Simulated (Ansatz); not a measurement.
Structures of Na3Te2: which is lowest?

Plane-wave DFT in Ansatz with scalar-relativistic PAW potentials, cutoff 420 eV, Γ-centred meshes chosen by cell and gap, Gaussian smearing with energies taken to zero width. Every cell was relaxed (cell and atoms) in a run of its own, within the symmetry of its start. Functional: PBE.

Relaxed structures (starts from databases or built by putting these elements on another compound's sites):
A. P-3m1, 5 atoms in the computed cell, a = 5.267 Å, c = 6.750 Å; sites (symmetry × multiplicity) Na -3m. × 1 + 3m. × 2, Te 3m. × 2; start: built
B. R-3m, 5 atoms in the computed cell, a = 5.187 Å, c = 20.151 Å; sites (symmetry × multiplicity) Na -3m × 3 + 3m × 6, Te 3m × 6; start: built

Task: Rank them by energy. Could pressure change the order?

Result:
| structure | group | E − E(lowest) (meV/atom) | V (Å³/atom) | gap on mesh (eV) |
| --- | --- | --- | --- | --- |
| B | R-3m | 0.0 | 31.30 | 0.00 |
| A | P-3m1 | 7.8 | 32.44 | 0.00 |

B is lowest, 8 meV/atom under A. The lowest is also the densest of these, so pressure wouldn't bring one of the others in at first order. Other structures may lie lower than all of these, and vibrations aren't counted.

Spin-orbit coupling is left out, which matters for the bands of heavy elements.